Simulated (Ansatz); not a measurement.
(100) slab of 4 planes, 6.0 Å thick with 15 Å of vacuum as cut, in a 2×1 surface cell; outer planes W (top) and W (bottom), cut from W, relaxed from the bulk's places with the lower part held:

```
W
1.0
     5.65401    0.00000    0.00000
     0.00000    2.82701    0.00000
     0.00000    0.00000   20.99699
W
8
Cartesian
  1.4135 1.4135 7.5000
  4.2405 1.4135 7.5000
  2.8270 0.0000 9.4990
  0.0000 0.0000 9.4990
  4.2405 1.4135 11.4739
  1.4135 1.4135 11.4739
  0.0000 0.0000 13.4275
  2.8270 0.0000 13.4275
```

Method: DFT PBEsol, scalar-relativistic, plane waves, PAW (Ansatz 0.2.0). Settings: cutoff 420 eV, Γ-centred mesh 6×12×1 on the computed 8-atom cell, Gaussian smearing of 0.10 eV; no spin polarisation. The cell repeats along c with a dipole correction in the vacuum.

**Question.** Its upper atoms are moved at random (σ = 0.25 Å) and relaxed again, 2 time(s). Does the surface find a lower structure?

**Answer.** Yes: the energy falls by 0.64 eV a cell (0.64 J/m² of the upper face), and the slab's gap goes from none (metal or semimetal) to none (metal or semimetal). Lower structure:

```yaml
crystal:
  lattice:
    - [5.65401, 0.00000, 0.00000]
    - [0.00000, 2.82701, 0.00000]
    - [0.00000, 0.00000, 20.99699]
  atoms:
    - { symbol: W, position: [0.25000, 0.50000, 0.35719] }
    - { symbol: W, position: [0.75000, 0.50000, 0.35719] }
    - { symbol: W, position: [0.50000, 0.00000, 0.45240] }
    - { symbol: W, position: [0.00000, 0.00000, 0.45240] }
    - { symbol: W, position: [0.74997, 0.50033, 0.54953] }
    - { symbol: W, position: [0.24998, 0.50034, 0.54951] }
    - { symbol: W, position: [0.00000, 0.17665, 0.64045] }
    - { symbol: W, position: [0.49990, 0.82397, 0.64047] }
```

Spin-orbit coupling is left out, which matters for the bands of heavy elements.

The reference crystal is the fcc form of W, which isn't its usual structure.

Cost: 3 runs of about 53 core-minutes in all, on Intel Xeon Processor @ 2.50GHz (Skylake/Cascade Lake) (shared hosts).